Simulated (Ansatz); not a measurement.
Sn (beta-Sn type, space group I4_1/amd)

Space group I4₁/amd, origin choice 1 (No. 141); a = 5.9470 Å, b = 5.9470 Å, c = 3.2123 Å, α = 90.00°, β = 90.00°, γ = 90.00°

| atom | site | symmetry | x | y | z |
|---|---|---|---|---|---|
| Sn | 4a | -4m2 | 0.0000 | 0.0000 | 0.0000 |
(The calculation used a cell of 2 atoms; values per cell refer to that cell.)

Two coordinates are scanned: the volume, and the ratio of the stretch along z (the conventional c axis) to the stretch across it. Atoms keep their fractional coordinates.

The numbers are results of PBE (plane waves to 420 eV, PAW, scalar-relativistic; Ansatz, a program for electronic structure), not measurements. k mesh 16×16×16 (Γ-centred), Fermi-Dirac smearing 0.05 eV. E stands for the smeared free energy. With partly filled bands, the response to shear is sensitive to the k mesh, so small differences along c/a are uncertain. Sn was relaxed with its symmetry unable to fall. The zero of ΔE is the relaxed starting cell.

### Question
Give the computed ΔE (kJ/mol of atoms) at all points of the grid V/V₀ = 0.960, 0.973, 0.987, 1.000, 1.013, 1.027, 1.040 by (c/a)/(c/a)₀ = 0.880, 0.920, 0.960, 1.000, 1.040, 1.080, 1.120.

### Answer
ΔE (kJ/mol of atoms), with V/V₀ across and (c/a)/(c/a)₀ down:

```csv
(c/a)/(c/a)₀ \ V/V₀,0.960,0.973,0.987,1.000,1.013,1.027,1.040
0.880,8.5,7.7,7.2,6.8,6.6,6.5,6.5
0.920,4.0,3.4,3.1,2.9,2.8,2.9,3.1
0.960,1.4,1.0,0.7,0.7,0.7,0.9,1.2
1.000,0.7,0.3,0.1,0.0,0.1,0.3,0.6
1.040,1.3,0.9,0.6,0.5,0.5,0.7,1.0
1.080,2.7,2.2,1.8,1.7,1.6,1.8,2.0
1.120,4.6,4.0,3.6,3.3,3.2,3.2,3.3
```

(Under strain, the slope of the energy per volume gives the stress and its curvature an elastic modulus.)
